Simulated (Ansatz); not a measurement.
## Li₂H: rattling a relaxed structure

It was reached by relaxing an invented guess, and it needn't be the stable form of this composition.

The calculation used DFT PBE, scalar-relativistic, plane waves, PAW in Ansatz 0.2.0. Settings: cutoff 420 eV, Γ-centred mesh 16×16×8 on the computed 6-atom cell, Gaussian smearing of 0.10 eV; no spin polarisation.

The cell below (6 atoms, space group Cmc2_1 (No. 36)) is relaxed within its symmetry.

```
CELL_PARAMETERS angstrom
1.27762 -5.65081 0.00000
1.27762 5.65081 0.00000
0.00000 0.00000 4.92947
ATOMIC_POSITIONS crystal
Li 0.05011 0.94989 0.27011
Li 0.94989 0.05011 0.77011
Li 0.81571 0.18429 0.34586
Li 0.18429 0.81571 0.84586
H 0.43708 0.56292 0.45903
H 0.56292 0.43708 0.95903
```

For the test a repeat of it with 12 atoms (edges 4.93, 5.11, 5.79 Å) was strained at random (σ = 1.5 % a component), the atoms were moved at random (σ = 0.05 Å), and all was relaxed again on a coarse 4×4×4 mesh (in the run’s order of axes) with 0.20 eV smearing, with no symmetry imposed.

Problem. Is the structure stable against such a distortion?

Solution. It returns, within 1 meV/atom of the unmoved cell on that mesh and with the same symmetry when read at 0.1 Å (P1 at 0.01 Å, so small strains and shifts remain). So it is stable against the distortions that fit this cell and that this random move excites. Modes that don't fit the cell aren't tested.
